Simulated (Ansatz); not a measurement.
A relaxed structure of PbS. These are r2SCAN (plane waves to 500 eV, PAW, scalar-relativistic; Ansatz, a quantum-chemistry and plane-wave program) values and carry that method's errors.

```
CELL_PARAMETERS angstrom
      0.00000     2.98737     2.98737
      2.98737     0.00000     2.98737
      2.98737     2.98737     0.00000
ATOMIC_POSITIONS crystal
  Pb 0.50000 0.50000 0.50000
  S  0.00000 0.00000 0.00000
```

### Question
Determine the symmetry and give the standard cell with its independent sites.

### Answer
Space group Fm-3m (No. 225); a = 5.975 Å, b = 5.975 Å, c = 5.975 Å, α = 90.00°, β = 90.00°, γ = 90.00°

```json
[
 {"atom": "Pb", "site": "4b", "symmetry": "m-3m", "x": "0.5000", "y": "0.5000", "z": "0.5000"},
 {"atom": "S", "site": "4a", "symmetry": "m-3m", "x": "0.0000", "y": "0.0000", "z": "0.0000"}
]
```

This is the rock salt type.

### Question
Give the shortest distances between elements (the closest pairs, up to four, under 3.6 Å).

### Answer
Pb–S 2.99 Å.

- Volume per atom = 26.66 Å³
- Band gap = 0.70 eV, direct at k = (0, 0, -0.5) (no spin-orbit coupling)

No spin polarisation in the result. Without spin-orbit coupling the bands of the heavy element are not split, so the gap can be far off.

The run could not lose the symmetry of its start; a randomly shaken copy of 4 atoms returns to this structure.
